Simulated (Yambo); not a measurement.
Yambo run on LaAlO₃ (cubic perovskite, space group Pm-3m, No. 221). The wavefunctions come from this Quantum ESPRESSO step (PBEsol, PseudoDojo standard norm-conserving files, scalar-relativistic):

```
&CONTROL
  calculation = 'nscf'
  pseudo_dir = './pseudo'
  outdir = './out'
/
&SYSTEM
  ibrav = 0
  nat = 5
  ntyp = 3
  ecutwfc = 110.0
  ecutrho = 440.0
  occupations = 'fixed'
  force_symmorphic = .true.
  nbnd = 106
/
&ELECTRONS
  conv_thr = 5e-09
  diago_full_acc = .true.
  diago_thr_init = 1e-08
/
ATOMIC_SPECIES
O 15.9990 O.upf
Al 26.9815 Al.upf
La 138.9055 La.upf
CELL_PARAMETERS angstrom
  3.782950000000   0.000000000000   0.000000000000
  0.000000000000   3.782950000000   0.000000000000
  0.000000000000   0.000000000000   3.782950000000
ATOMIC_POSITIONS crystal
O   0.000000000000   0.500000000000   0.000000000000
O   0.500000000000   0.000000000000   0.000000000000
O   0.000000000000   0.000000000000   0.500000000000
Al   0.000000000000   0.000000000000   0.000000000000
La   0.500000000000   0.500000000000   0.500000000000
K_POINTS automatic
4 4 4 0 0 0
```

Yambo input:

```
rim_cut
gw0
dyson
el_el_corr
HF_and_locXC
ppa
em1d
RandQpts= 1000000
RandGvec= 1 Ry
EXXRLvcs= 110 Ry
VXCRLvcs= 440 Ry
Chimod= "HARTREE"
% BndsRnXp
 1 | 105 |
%
NGsBlkXp= 8 Ry
% LongDrXp
 1.0 | 1.0 | 1.0 |
%
PPAPntXp= 27.2114 eV
% GbndRnge
 1 | 105 |
%
GTermKind= "BG"
DysSolver= "n"
ExtendOut
% QPkrange
 1 | 1 | 16 | 17 |
 10 | 10 | 16 | 17 |
%
```

k points by index: 1 = Γ, 10 = R.

Resulting energies as the program prints them:

```
#    K-point    Band    Eo [eV]    E [eV]    E-Eo [eV]    Vxc [eV]    Vnlxc [eV]    Sc|Eo [eV]    Sc|E [eV]    dSc/dw|Eo [eV]    Re(Z)    Im(Z)
#
    1    16    -0.107663    -0.869828    -0.762165    -20.03313    -25.28319    4.292009    4.487901    -6.992964    0.795552    -0.001088
    1    17    3.443860    3.968714    0.524854    -11.59875    -6.708500    -4.266348    -4.365393    -5.134217    0.841269    -0.921941E-3
    10    16    0.000000    -0.620306    -0.620306    -19.79581    -24.67311    4.095550    4.256993    -7.081050    0.793508    -0.001048
    10    17    4.531235    8.041238    3.510003    -16.05103    -3.465814    -8.130118    -9.075215    -7.326205    0.787873    -0.001883
```
(The two width columns are left out.) Convergence of these settings isn't established.

Geometry of the Materials Project entry, not relaxed at this level.

This is not the ordinary phase of the substance.
